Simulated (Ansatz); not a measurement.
In:
```xyz
2
Lattice="0.0000 3.3077 3.3077 3.3077 0.0000 3.3077 3.3077 3.3077 0.0000" Properties=species:S:1:pos:R:3 pbc="T T T"
In     0.0000     0.0000     0.0000
In     1.6538     1.6538     1.6538
```

Relaxed with r²SCAN. Special points in fractions of this cell's reciprocal vectors: Γ (0.000, 0.000, 0.000); X (0.500, 0.000, 0.500); U (0.625, 0.250, 0.625); K (0.375, 0.375, 0.750); L (0.500, 0.500, 0.500); W (0.500, 0.250, 0.750).

### Question
List the band energies nearest the Fermi level at these points for the program Ansatz at the r²SCAN level (PAW).

### Answer
In eV from the Fermi level; about four levels below and three above (degenerate sets whole), none deeper than 8.9 eV; points with the same levels are listed once.

```tsv
k	below	above
Γ	-8.40	2.50 2.50 2.50
X	-5.03 -5.03 -0.48 -0.48	2.74 2.74 10.40 10.40
U	-5.41 -4.53 -1.57 -0.07	3.08 5.50 8.19
L	-6.54 -4.10	1.09 1.09 2.61
W	-4.93 -4.93 -1.20 -1.20	5.83 5.83 5.92 5.92
```

Space group Fd-3m (diamond). The start of the workflow was typed in or built on a structure type; neither database checked (COD, Materials Project) lists it. It is not the phase usual at ambient conditions (space group No. 139). Symmetry was held in the r²SCAN relaxation. At this level the phase is mechanically unstable. Spin–orbit coupling is left out wherever it is not named.

Potentials: the earlier of the program's two PAW sets.
